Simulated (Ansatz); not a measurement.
## GaSn$_{2}$N: computed property card

GaSn2N:
```
GaSn2N
1.0
    1.94351     1.12209     7.05221
   -1.94351     1.12209     7.05221
    0.00000    -2.24418     7.05221
Ga N Sn
1 1 2
Direct
  0.02685   0.02685   0.02685
  0.11976   0.11976   0.11976
  0.48128   0.48128   0.48128
  0.62215   0.62215   0.62215
```

Space group R3m (No. 160); conventional cell a = b = 3.887 Å, c = 21.157 Å, α = β = 90.00°, γ = 120.00°.

Method: DFT-PBE in the program Ansatz with PAW potentials. Geometry: relaxed at this level of theory. Other levels are named where they apply.

**Cell and energy**

```
Quantity                                                     Result
-----------------------------------------------------  ------------
Volume per atom                                            23.07 Å³
Density                                                  5.78 g/cm³
Formation energy from the elements (no fitted shifts)  0.35 eV/atom
```

**Electronic structure**

```
Item                                                                         Value
------------------------------------  --------------------------------------------
Electronic character                                             metallic (no gap)
Density of states at the Fermi level  0.57 states/eV per atom (mean over ±0.08 eV)
```

The start of the workflow was typed in or built on a structure type; neither database checked (COD, Materials Project) lists it. Whether it is the stable phase at ambient conditions was not checked. The PBE relaxation kept the symmetry of its start; its stability against distortions is not shown here. The volume moved by 28 % from the start of the relaxation. Its formation energy is positive at this level, so the cell may be metastable or incomplete. The references are the lowest solids computed at this level, not always the standard phases (solids in place of the gases). Scalar-relativistic: spin–orbit coupling is off unless named, which matters more the heavier the elements.

Potentials: the earlier of the program's two PAW sets.
